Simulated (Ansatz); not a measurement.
Input:

Relaxed TiN (rock salt):

```
TiN
1.0
    0.00000     4.24692     4.24692
    2.12346     2.12346     4.24692
    2.12346     2.12346     0.00000
N Ti
2 2
Direct
  0.00000   0.00000   0.00000
  0.50000   0.00000   0.00000
  0.00000   0.50000   0.50000
  0.50000   0.50000   0.50000
```

The atoms are displaced by Q × the pattern below (from a DFPT mode at X = (0.5, 0.5, 0.0), largest move 1; Q in Å), at fixed cell. It is one choice among 2 degenerate patterns. (q is in reciprocal vectors of the primitive cell; the cell shown is doubled to hold the pattern.)

```json
[
 {"atom": "N1", "x": "0.000", "y": "0.511", "z": "0.000"},
 {"atom": "N2", "x": "0.000", "y": "-0.511", "z": "0.000"},
 {"atom": "Ti3", "x": "0.000", "y": "-1.000", "z": "0.000"},
 {"atom": "Ti4", "x": "0.000", "y": "1.000", "z": "0.000"}
]
```

Computed with PBE (plane waves to 420 eV, PAW, scalar-relativistic; Ansatz, a first-principles code). k mesh 19×19×19 (Γ-centred), Fermi-Dirac smearing 0.05 eV. E stands for the smeared free energy. With partly filled bands, energies and forces of such displacements shift with the k mesh and the smearing. TiN is run without spin polarisation. TiN was relaxed with its symmetry unable to fall. The zero of ΔE is the undisplaced structure.

The scan covers Q from -0.180 to 0.180 Å in 13 points.

Question: Which space group does the distorted structure have?

Answer: Cmcm (No. 63), lowered from Fm-3m.

Question: What is the energy change at Q = 0.180 Å?

Answer: 401 meV/cell.

Question: What harmonic wavenumber does the curvature at Q = 0 give?

Answer: 256 cm⁻¹.

(A displaced cell: forces are minus the slopes of the energy, force constants its curvatures, and phonons follow from these.)
